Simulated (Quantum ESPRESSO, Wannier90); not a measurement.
**TlBr (CsCl type): Wannier90 run**

Materials Project entry mp-22875; symmetrised, unrelaxed at this level. COD (Crystallography Open Database) has an entry of this formula and space group (matched by these alone). Method: PBEsol plane waves in Quantum ESPRESSO 7.5 (PseudoDojo norm-conserving files, 50 Ry, spinors with spin-orbit coupling), Bloch states on a 6×6×6 mesh through Γ, Wannier90 4.0.1. Density: 8×8×8 mesh, cold smearing 0.01 Ry.

On the energy scale of pw.x, whose zero is arbitrary, the valence-band maximum lies at 5.03 eV.

Input w.win:

```
num_bands = 30
num_wann = 16
exclude_bands = 3-12
spinors = true
num_iter = 800
conv_tol = 1.0e-6
conv_window = 4
dis_num_iter = 1000
dis_conv_tol = 1.0e-6
dis_froz_max = 7.24
write_hr = true
write_u_matrices = true
begin projections
f=0.01124,0.00350,0.00420: s;p
f=0.50093,0.50877,0.50885: s;p
end projections
begin unit_cell_cart
ang
    3.9999100000    0.0000000000    0.0000000000
    0.0000000000    3.9999100000    0.0000000000
    0.0000000000    0.0000000000    3.9999100000
end unit_cell_cart
begin atoms_frac
Tl   0.0000000000  0.0000000000  0.0000000000
Br   0.5000000000  0.5000000000  0.5000000000
end atoms_frac
mp_grid = 6 6 6
begin kpoints
0.0000000000 0.0000000000 0.0000000000
0.0000000000 0.0000000000 0.1666666667
0.0000000000 0.0000000000 0.3333333333
... (213 more lines: the 6x6x6 mesh through Gamma)
end kpoints
```

Input of pw2wannier90.x that gives the overlap and projection files (equivalent; here they were cut from one run over all bands):

```
&inputpp
  outdir = './out'
  prefix = 'pwscf'
  seedname = 'w'
  write_amn = .true.
  write_mmn = .true.
/
```

Output w.wout (banner and timings cut):

```
                                    ------
                                    SYSTEM
                                    ------

                              Lattice Vectors (Ang)
                    a_1     3.999910   0.000000   0.000000
                    a_2     0.000000   3.999910   0.000000
                    a_3     0.000000   0.000000   3.999910

                   Unit Cell Volume:      63.99568  (Ang^3)

                        Reciprocal-Space Vectors (Ang^-1)
                    b_1     1.570832   0.000000   0.000000
                    b_2     0.000000   1.570832   0.000000
                    b_3     0.000000   0.000000   1.570832

 *----------------------------------------------------------------------------*
 |   Site       Fractional Coordinate          Cartesian Coordinate (Ang)     |
 +----------------------------------------------------------------------------+
 | tl   1   0.00000   0.00000   0.00000   |    0.00000   0.00000   0.00000    |
 | br   1   0.50000   0.50000   0.50000   |    1.99995   1.99995   1.99995    |
 *----------------------------------------------------------------------------*
                                ------------
                                K-POINT GRID
                                ------------

             Grid size =  6 x  6 x  6      Total points =  216

 *---------------------------------- MAIN ------------------------------------*
 |  Number of Wannier Functions               :                16             |
 |  Number of Objective Wannier Functions     :                16             |
 |  Number of input Bloch states              :                30             |
 |  Output verbosity (1=low, 5=high)          :                 1             |
 |  Timing Level (1=low, 5=high)              :                 1             |
 |  Optimisation (0=memory, 3=speed)          :                 3             |
 |  Length Unit                               :               Ang             |
 |  Post-processing setup (write *.nnkp)      :                 F             |
 |  Using Gamma-only branch of algorithms     :                 F             |
 *----------------------------------------------------------------------------*
 *------------------------------- WANNIERISE ---------------------------------*
 |  Total number of iterations                :               800             |
 |  Number of CG steps before reset           :                 5             |
 |  Trial step length for line search         :             2.000             |
 |  Convergence tolerence                     :         0.100E-05             |
 |  Convergence window                        :                 4             |
 |  Iterations between writing output         :                 1             |
 |  Iterations between backing up to disk     :               100             |
 |  Write r^2_nm to file                      :                 F             |
 |  Write xyz WF centres to file              :                 F             |
 |  Write on-site energies <0n|H|0n> to file  :                 F             |
 |  Use guiding centre to control phases      :                 F             |
 |  Use phases for initial projections        :                 F             |
 *----------------------------------------------------------------------------*
 *------------------------------- DISENTANGLE --------------------------------*
 |  Using band disentanglement                :                 T             |
 |  Total number of iterations                :              1000             |
 |  Mixing ratio                              :             0.500             |
 |  Convergence tolerence                     :         1.000E-06             |
 |  Convergence window                        :                 3             |
 *----------------------------------------------------------------------------*
 *-------------------------------- PLOTTING ----------------------------------*
 |  Plotting Hamiltonian in WF basis          :                 T             |
 *----------------------------------------------------------------------------*

       ... (k-mesh section left out)

 Starting a new Wannier90 calculation ...

 Reading overlaps from w.mmn

 Reading projections from w.amn

 *------------------------------- DISENTANGLE --------------------------------*
 +----------------------------------------------------------------------------+
 |                              Energy  Windows                               |
 |                              ---------------                               |
 |                   Outer:   -8.70438  to   21.77863  (eV)                   |
 |                   Inner:   -8.70438  to    7.24000  (eV)                   |
 +----------------------------------------------------------------------------+
   Number of target bands to extract:   16

                   Unitarised projection of Wannier functions
                   ------------------------------------------
   A_mn = <psi_m|g_n> --> S = A.A^+ --> U = S^-1/2.A
   In dis_project... done
   Using an inner window (linner = T)
   In dis_proj_froz... done

                   Extraction of optimally-connected subspace
                   ------------------------------------------
 +---------------------------------------------------------------------+<-- DIS
 |  Iter     Omega_I(i-1)      Omega_I(i)      Delta (frac.)           |<-- DIS
 +---------------------------------------------------------------------+<-- DIS
       1      27.73664322      24.61064670       1.270E-01    <-- DIS
       2      25.59652747      23.72457851       7.890E-02    <-- DIS
       3      24.50793842      23.20662976       5.607E-02    <-- DIS
       4      23.74080704      22.86831620       3.815E-02    <-- DIS
       5      23.21674007      22.64228345       2.537E-02    <-- DIS
       6      22.86287231      22.48914312       1.662E-02    <-- DIS
       ... (lines left out)
      67      22.11817053      22.11819137      -9.423E-07    <-- DIS
      68      22.11817026      22.11818898      -8.464E-07    <-- DIS
      69      22.11816995      22.11818676      -7.601E-07    <-- DIS

             <<<      Delta < 1.000E-06  over  3 iterations     >>>
             <<< Disentanglement convergence criteria satisfied >>>

        Final Omega_I    22.11818676 (Ang^2)

 +----------------------------------------------------------------------------+

 Writing checkpoint file w.chk... done

 *------------------------------- WANNIERISE ---------------------------------*
 +--------------------------------------------------------------------+<-- CONV
 | Iter  Delta Spread     RMS Gradient      Spread (Ang^2)            |<-- CONV
 +--------------------------------------------------------------------+<-- CONV

 ------------------------------------------------------------------------------
 Initial State
  WF centre and spread    1  (  0.042151,  0.012197,  0.014820 )     1.95326688
  WF centre and spread    2  (  0.042151,  0.012198,  0.014820 )     1.95326690
  WF centre and spread    3  (  0.000545, -0.000002, -0.016267 )     3.01375080
  WF centre and spread    4  (  0.000545, -0.000002, -0.016267 )     3.01375225
  WF centre and spread    5  ( -0.042491,  0.000001,  0.000036 )     3.01243454
  WF centre and spread    6  ( -0.042491,  0.000001,  0.000036 )     3.01243252
  WF centre and spread    7  (  0.000544, -0.013617,  0.000032 )     3.01380982
  WF centre and spread    8  (  0.000544, -0.013618,  0.000032 )     3.01380761
  WF centre and spread    9  (  2.002983,  2.030608,  2.030873 )     1.00239036
  WF centre and spread   10  (  2.002983,  2.030608,  2.030873 )     1.00239035
  WF centre and spread   11  (  2.000250,  2.001083,  1.969697 )     1.49907818
  WF centre and spread   12  (  2.000250,  2.001083,  1.969697 )     1.49908255
  WF centre and spread   13  (  1.996815,  2.001071,  2.001092 )     1.50015380
  WF centre and spread   14  (  1.996815,  2.001071,  2.001092 )     1.50015164
  WF centre and spread   15  (  2.000250,  1.969968,  2.001104 )     1.49910091
  WF centre and spread   16  (  2.000250,  1.969968,  2.001104 )     1.49909836
  Sum of centres and spreads ( 16.002094, 16.002616, 16.002774 )    32.98796748

      0     0.330E+02     0.0000000000       32.9879674434  <-- CONV
        O_D=      0.0032332 O_OD=     10.8665475 O_TOT=     32.9879674 <-- SPRD
 ------------------------------------------------------------------------------
      1    -0.160E+00     0.2664324442       32.8284595262  <-- CONV
        O_D=      0.0025425 O_OD=     10.7077302 O_TOT=     32.8284595 <-- SPRD
      2    -0.150E+00     0.3879604499       32.6783124912  <-- CONV
        O_D=      0.0023285 O_OD=     10.5577973 O_TOT=     32.6783125 <-- SPRD
      3    -0.401E-01     0.2430222583       32.6382596075  <-- CONV
        O_D=      0.0019277 O_OD=     10.5181451 O_TOT=     32.6382596 <-- SPRD
      4    -0.107E-01     0.1089199386       32.6276018359  <-- CONV
        O_D=      0.0016564 O_OD=     10.5077587 O_TOT=     32.6276018 <-- SPRD
      5    -0.846E-02     0.0793444356       32.6191462922  <-- CONV
        O_D=      0.0015889 O_OD=     10.4993706 O_TOT=     32.6191463 <-- SPRD
       ... (lines left out)
    100    -0.188E-02     0.0590043511       27.6510946963  <-- CONV
        O_D=      0.0013386 O_OD=      5.5315694 O_TOT=     27.6510947 <-- SPRD
       ... (lines left out)
    200    -0.728E-04     0.0073817711       27.5204483706  <-- CONV
        O_D=      0.0012271 O_OD=      5.4010345 O_TOT=     27.5204484 <-- SPRD
       ... (lines left out)
    255    -0.940E-06     0.0007994808       27.5197861224  <-- CONV
        O_D=      0.0012227 O_OD=      5.4003766 O_TOT=     27.5197861 <-- SPRD
    256    -0.887E-06     0.0012837523       27.5197852352  <-- CONV
        O_D=      0.0012226 O_OD=      5.4003758 O_TOT=     27.5197852 <-- SPRD
    257    -0.689E-06     0.0007604161       27.5197845461  <-- CONV
        O_D=      0.0012227 O_OD=      5.4003751 O_TOT=     27.5197845 <-- SPRD
             <<<     Delta < 1.000E-06  over  4 iterations     >>>
             <<< Wannierisation convergence criteria satisfied >>>
 Final State
  WF centre and spread    1  (  0.500550,  0.328233,  0.344369 )     2.24497922
  WF centre and spread    2  (  0.500549,  0.328233,  0.344368 )     2.24498179
  WF centre and spread    3  (  0.062294,  0.124194, -0.672704 )     2.25977554
  WF centre and spread    4  (  0.062295,  0.124193, -0.672706 )     2.25977314
  WF centre and spread    5  ( -0.617390,  0.215071,  0.214001 )     2.25255221
  WF centre and spread    6  ( -0.617389,  0.215071,  0.214001 )     2.25254924
  WF centre and spread    7  (  0.052729, -0.676557,  0.105859 )     2.26046994
  WF centre and spread    8  (  0.052728, -0.676556,  0.105860 )     2.26047081
  WF centre and spread    9  (  2.175073,  2.307566,  2.308349 )     1.18255512
  WF centre and spread   10  (  2.175071,  2.307565,  2.308349 )     1.18255479
  WF centre and spread   11  (  2.143820,  2.108884,  1.567147 )     1.18508808
  WF centre and spread   12  (  2.143821,  2.108885,  1.567146 )     1.18508880
  WF centre and spread   13  (  1.533275,  2.014522,  2.014445 )     1.18935672
  WF centre and spread   14  (  1.533276,  2.014521,  2.014444 )     1.18935639
  WF centre and spread   15  (  2.143671,  1.566856,  2.107921 )     1.18511659
  WF centre and spread   16  (  2.143671,  1.566857,  2.107921 )     1.18511621
  Sum of centres and spreads ( 15.988044, 15.977539, 15.978770 )    27.51978459

         Spreads (Ang^2)       Omega I      =    22.118186763
        ================       Omega D      =     0.001222678
                               Omega OD     =     5.400375105
    Final Spread (Ang^2)       Omega Total  =    27.519784546
```
